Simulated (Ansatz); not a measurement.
### Question
Name crystals whose computed values (r²SCAN (plane waves, PAW; program Ansatz)) fall in these windows: highest Γ mode, no LO–TO term (cm⁻¹) 730 to 860; gap (eV) 2.2 to 3.0; HSE06 gap (eV) 3.2 to 4.1.

### Answer


```json
[
 {"crystal": "TiO2, P2_1/c (Ti on 4e, O on 4e, O on 4e)", "highest Γ mode, no LO–TO term (cm⁻¹)": "795", "gap (eV)": "2.70", "HSE06 gap (eV)": "3.84"}
]
```
Others may fit too.

Not the usual ambient phase: TiO2, P2_1/c (Ti on 4e, O on 4e, O on 4e). The cell was relaxed under the symmetry of its start. Rows with no word on spin ran without spin polarisation.

Potentials: the earlier of the program's two PAW sets.
